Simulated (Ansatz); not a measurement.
BiIrS:
```
BiIrS
1.0
    6.13326     0.00000     0.00000
    0.00000     6.13326     0.00000
    0.00000     0.00000     6.13326
Bi Ir S
4 4 4
Direct
  0.13043   0.63043   0.86957
  0.36957   0.36957   0.36957
  0.63043   0.86957   0.13043
  0.86957   0.13043   0.63043
  0.47441   0.97441   0.52559
  0.02559   0.02559   0.02559
  0.97441   0.52559   0.47441
  0.52559   0.47441   0.97441
  0.88227   0.38227   0.11773
  0.61773   0.61773   0.61773
  0.38227   0.11773   0.88227
  0.11773   0.88227   0.38227
```

Relaxed with PBEsol. Special points in fractions of this cell's reciprocal vectors: Γ (0.000, 0.000, 0.000); X (0.000, 0.500, 0.000); M (0.500, 0.500, 0.000); R (0.500, 0.500, 0.500); X1 (0.500, 0.000, 0.000).

Q: List the band energies nearest the valence-band maximum at these points for PBEsol with spin–orbit coupling in the plane-wave PAW code Ansatz.

A: In eV from the valence-band maximum; about four levels below and three above (degenerate sets whole), none deeper than 8.9 eV; points with the same levels are listed once.

```
k                                below                          above
-  -----------------------------------  -----------------------------
Γ              -0.85 -0.85 -0.85 -0.85  0.79 0.79 0.84 0.84 0.84 0.84
X              -0.61 -0.61 -0.39 -0.39            1.07 1.07 1.12 1.12
M              -0.45 -0.45 -0.45 -0.45            1.23 1.23 1.23 1.23
R  -1.08 -1.08 -1.08 -1.08 -1.08 -1.08  0.55 0.55 0.55 0.55 0.55 0.55
```

Space group P2_13. The first step of the workflow began from a Materials Project structure, measured or hypothetical; the Crystallography Open Database copy checked does not list it. Its standing as an ambient phase is unchecked. The PBEsol relaxation kept the symmetry of its start; its stability against distortions is not shown here. The run is not spin-polarised.

Potentials: the later of the program's two PAW sets.
